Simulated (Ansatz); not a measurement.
Bi:
```xyz
2
Lattice="4.5201 0.0000 0.0000 0.0000 4.5201 0.0000 0.0000 0.0000 3.2501" Properties=species:S:1:pos:R:3 pbc="T T T"
Bi     0.0000     2.2600     1.8302
Bi     2.2600     0.0000     1.4199
```

Relaxed with PBEsol. Special points in fractions of this cell's reciprocal vectors: Γ (0.000, 0.000, 0.000); X (0.000, 0.500, 0.000); M (0.500, 0.500, 0.000); Z (0.000, 0.000, 0.500); R (0.000, 0.500, 0.500); A (0.500, 0.500, 0.500).

**Question.** List the band energies nearest the Fermi level at these points for PBEsol with spin–orbit coupling (plane waves, PAW; program Ansatz).

**Answer.** In eV from the Fermi level; about four levels below and three above (degenerate sets whole), none deeper than 8.9 eV; points with the same levels are listed once.

```csv
k,below,above
Γ,-4.03 -4.03 -2.61 -2.61,1.27 1.27 2.65 2.65
X,-0.52 -0.52 -0.52 -0.52,4.49 4.49 4.49 4.49
M,-5.33 -5.33 -5.33 -5.33,3.76 3.76 3.76 3.76
Z,-0.67 -0.67 -0.61 -0.61,3.21 3.21 4.68 4.68
R,-3.98 -3.98 -3.98 -3.98,0.33 0.33 0.33 0.33
A,-2.65 -2.65 -2.65 -2.65,2.13 2.13 2.13 2.13
```

Space group P4/nmm. The first step of the workflow began from a Materials Project structure, measured or hypothetical; the Crystallography Open Database copy checked does not list it. It is not the phase usual at ambient conditions (space group No. 166). The PBEsol relaxation kept the symmetry of its start; its stability against distortions is not shown here.

Potentials: the earlier of the program's two PAW sets. The files were generated under PBE; for other functionals the program regenerates the frozen cores, and for LDA and PBEsol the local potential too.
